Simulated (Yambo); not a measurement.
AlN (wurtzite, space group P6_3mc, No. 186): a test of whether the lowest BSE state is resolved, against the k mesh (Yambo, LDA bands; otherwise 5 valence and 3 conduction bands, static screening with 23 bands and a 4 Ry block, scissor 1.56 eV, Tamm-Dancoff).

```
k mesh  direct gap (eV)  lowest state (eV)  difference (eV)  k points taking part              rough cost
------  ---------------  -----------------  ---------------  --------------------  ----------------------
3×3×2              6.05               5.31             0.74                   1.0              about 1/30
6×6×4              6.05               5.59             0.46                   1.0               about 1/5
9×9×4              6.05               5.68             0.37                   1.1  within a factor of two
9×9×6              6.05               5.73             0.32                   1.1                       1
```

The last step moves the difference by 0.05 eV. Even the densest mesh doesn't resolve the state: none of these energies is a result, and the difference is no binding energy.

These are vertical excitations (zero momentum). The scissor comes from a G0W0 run whose convergence isn't established; costs are rough.

Geometry relaxed with LDA; primitive cell a = b = 3.082 Å, c = 4.933 Å, α = β = 90.00°, γ = 120.00°.
